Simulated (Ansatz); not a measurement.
LaOF (space group R-3m)

```yaml
crystal:
  lattice:
    - [1.98840, 1.14800, 6.60909]
    - [-1.98840, 1.14800, 6.60909]
    - [0.00000, -2.29601, 6.60909]
  atoms:
    - { symbol: La, position: [0.74234, 0.74234, 0.74234] }
    - { symbol: La, position: [0.25766, 0.25766, 0.25766] }
    - { symbol: O, position: [0.62276, 0.62276, 0.62276] }
    - { symbol: O, position: [0.37724, 0.37724, 0.37724] }
    - { symbol: F, position: [0.87072, 0.87072, 0.87072] }
    - { symbol: F, position: [0.12928, 0.12928, 0.12928] }
```

The slice is a (1 -1 0 2) plane (indices of the conventional cell) through the point (0.258, 0.258, 0.258) (fractional), spanned by u = [1 0 -1] and v = [010] in vectors of this cell: u (3.98 Å) and v (7.00 Å, at 90° to u). It covers one period; positions are fractions (u, v).

All values below come from LDA (plane waves to 420 eV, PAW, scalar-relativistic; Ansatz, a program for electronic structure). k mesh 10×10×10. Inside the PAW spheres the values are not all-electron values, and peaks at nuclei hang on which shells count as valence. LaOF is run without spin polarisation. LaOF was relaxed with its symmetry unable to fall.

Question: Predict the map of the valence electron density on the slice.

Answer: 
```
v \ u  0.00  0.14  0.29  0.43  0.57  0.71  0.86
-----  ----  ----  ----  ----  ----  ----  ----
0.88    0.1  -0.2  -0.7  -0.5  -0.5  -0.7  -0.2
0.75   -0.7  -0.9  -0.9  -0.3  -0.3  -0.9  -0.9
0.62   -0.3  -0.6  -0.8  -0.4  -0.4  -0.8  -0.6
0.50   -1.0  -0.8   0.0   0.2   0.2   0.0  -0.8
0.38   -0.2  -0.5  -0.2   0.2   0.2  -0.2  -0.5
0.25   -0.3  -0.6  -0.9  -0.6  -0.6  -0.9  -0.6
0.12    0.1  -0.2  -0.6  -0.4  -0.4  -0.6  -0.2
0.00    0.1   0.2  -0.3  -0.9  -0.9  -0.3   0.2
```

Values: log₁₀ of the valence density in e/Å³. The scale is logarithmic, as a density can span decades between atoms and voids.
